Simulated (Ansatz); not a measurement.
GeW3 in space group Fm-3m (No. 225; Ge on 4a, W on 4b, W on 8c) under volume change, plane-wave PAW PBE (Ansatz code), scaled uniformly.

```csv
V (Å³/atom),E − E(relaxed) (meV/atom),P (GPa)
14.359,117.5,28.98
14.833,49.0,17.67
15.306,11.4,8.03
15.780,0.0,0.00
16.253,[?],[?]
16.726,[?],[?]
17.200,84.0,-17.45
```

Q: What belongs in the gaps?

A: 
- 16.253, E − E(relaxed) (meV/atom): 10.5
- 16.253, P (GPa): -6.93
- 16.726, E − E(relaxed) (meV/atom): 39.5
- 16.726, P (GPa): -12.53

Q: What does a third-order Birch–Murnaghan fit give for V₀, B₀ and B′?

A: V₀ = 15.78 Å³/atom, B₀ = 247 GPa, B′ = 4.7.

A made-up cell: these elements were put on the sites of a structure type; neither database checked (COD, Materials Project) lists it. Its standing as an ambient phase is unchecked. The PBE relaxation kept the symmetry of its start; whether a distortion lowers the energy is not shown. No spin polarisation was allowed. Scalar-relativistic: spin–orbit coupling is off unless named, which matters more the heavier the elements.

Potentials: the later of the program's two PAW sets.
